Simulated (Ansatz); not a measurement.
A relaxed structure of P$_{2}$W is spoiled in several ways and relaxed again each time (noise and exchanges are one random draw each; pressure is positive under compression). These are PBEsol (plane waves to 420 eV, PAW, scalar-relativistic; Ansatz, a first-principles code) values and carry that method's errors.

Space group C2/m (No. 12); a = 8.457 Å, b = 3.148 Å, c = 7.449 Å, α = 90.00°, β = 119.22°, γ = 90.00°

| atom | site | symmetry | x | y | z |
|---|---|---|---|---|---|
| P | 4i | m | 0.1386 | 0.0000 | 0.0247 |
| P | 4i | m | 0.3988 | 0.0000 | 0.6006 |
| W | 4i | m | 0.1576 | 0.0000 | 0.7062 |
(The calculation used a cell of 6 atoms; values per cell refer to that cell.)

| change | first pressure (GPa) | largest first force (eV/Å) | released (eV/atom) | moves | outcome | final group | E − E(parent) (eV/atom) |
|---|---|---|---|---|---|---|---|
| deformed by the Cartesian strain tensor (xx, yy, zz, yz, xz, xy) = (-0.036, 0.019, -0.019, 0.010, 0.053, 0.052) | 16 | 1.9 | 0.22 | 12 | returns to the parent | C2/m | 0.00 |
| with one P and one W atom exchanged in a cell of 6 atoms | 10 | 4.2 | 0.87 | 16 | returns to the parent | C2/m | 0.00 |
| with one P and one W atom exchanged in a cell of 6 atoms | 13 | 3.1 | 0.47 | 16 | trapped higher | Cm | +0.52 |

First-step values come from each run's starting, coarser k-mesh (8×8×4). Each cell has its own k-point mesh; energy differences are given only to the digits this allows. No spin polarisation in the result.
